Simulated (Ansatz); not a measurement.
In$_{2}$Co$_{3}$S$_{2}$ in space group R-3m (No. 166; In on 3b, In on 3a, Co on 9d, S on 6c) at seven volumes, plane-wave PAW PBEsol (Ansatz code), shape and atoms relaxed at each. One row is withheld.

| V (Å³/atom) | P (GPa) |
|---|---|
| 13.768 | 13.46 |
| 14.222 | 8.09 |
| 14.676 | 3.65 |
| 15.130 | 0.00 |
| 15.584 | -2.99 |
| 16.038 | -5.42 |
| 16.492 | ? |

Task: Fit the shown pressures and predict the withheld one.

Result: Third-order Birch–Murnaghan: P = (3/2)B₀(x^(7/2) − x^(5/2))[1 + (3/4)(B′ − 4)(x − 1)] with x = (V₀/V)^(2/3). Least squares on the six rows gives V₀ = 15.131 Å³/atom, B₀ = 109.7 GPa, B′ = 5.57. At V = 16.492, x = 0.9442 and P = -7.43 GPa. The run itself gave -7.37 GPa.

The workflow started from a Materials Project entry (that database holds measured and hypothetical structures alike); the Crystallography Open Database files this formula in space group No. 166, but the cells were not matched. Its standing as an ambient phase is unchecked. The PBEsol relaxation kept the symmetry of its start; its stability against distortions is not shown here. The workflow began spin-polarised and lost its moments.

Potentials: the later of the program's two PAW sets.
